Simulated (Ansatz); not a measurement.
SiGeC$_{2}$:
```xyz
4
Lattice="3.1558 0.0000 0.0000 0.0000 3.1558 0.0000 0.0000 0.0000 4.4533" Properties=species:S:1:pos:R:3 pbc="T T T"
Ge     1.5779     1.5779     2.2267
Si     0.0000     0.0000     0.0000
C      1.5779     0.0000     3.4008
C      0.0000     1.5779     1.0525
```

Cartesian axes are those of the cell as given.

Q: Give the high-frequency dielectric tensor and the Born effective charge tensors of the independent atoms from DFPT, PBEsol in the plane-wave PAW code Ansatz.

A: 
ε∞:
```
7.58  0.00  0.00
0.00  7.58  0.00
0.00  0.00  7.64
```
Z* of atom 1 (Ge), rows: field, columns: displacement, in e:
```
2.54  0.00  0.00
0.00  2.54  0.00
0.00  0.00  2.53
```
Z* of atom 2 (Si), rows: field, columns: displacement, in e:
```
2.73  0.00  0.00
0.00  2.73  0.00
0.00  0.00  2.81
```
Z* of atom 3 (C), rows: field, columns: displacement, in e:
```
-2.69   0.00   0.00
 0.00  -2.57   0.00
 0.00   0.00  -2.67
```

Space group P-4m2. The start of the workflow was typed in or built on a structure type; neither database checked (COD, Materials Project) lists it. Its standing as an ambient phase is unchecked. The cell was relaxed with PBEsol under the symmetry of its start; whether a distortion lowers the energy is not shown. Spin–orbit coupling is left out wherever it is not named.

Potentials: the later of the program's two PAW sets.
